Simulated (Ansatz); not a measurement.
BaCuSF:
```xyz
8
Lattice="4.0929 0.0000 0.0000 0.0000 4.0929 0.0000 0.0000 0.0000 9.0691" Properties=species:S:1:pos:R:3 pbc="T T T"
Ba     0.0000     2.0464     7.4452
Ba     2.0464     0.0000     1.6239
Cu     2.0464     2.0464     4.5346
Cu     0.0000     0.0000     4.5346
S      0.0000     2.0464     3.2355
S      2.0464     0.0000     5.8336
F      2.0464     2.0464     0.0000
F      0.0000     0.0000     0.0000
```

DFT-r²SCAN in the program Ansatz with PAW potentials gives a gap of 1.85 eV without spin–orbit coupling, maximum at Γ, minimum at Γ.

Problem. What happens when spin–orbit coupling is switched on?

Solution. The gap shrinks by 0.01 eV, to 1.84 eV; maximum at Γ, minimum at Γ.

Problem. Give the electron effective mass with spin–orbit coupling.

Solution. 0.36, 0.36, 1.6 mₑ (principal values).

Problem. Give the hole effective mass with spin–orbit coupling.

Solution. 0.76, 0.76, 28 mₑ (principal values).

Space group P4/nmm. The workflow started from a Materials Project entry (that database holds measured and hypothetical structures alike); the Crystallography Open Database copy checked does not list it. Its standing as an ambient phase is unchecked. The r²SCAN relaxation kept the symmetry of its start; phonons on a q-mesh show no instability. No spin polarisation was allowed. No Hubbard U is applied.

Potentials: the earlier of the program's two PAW sets.
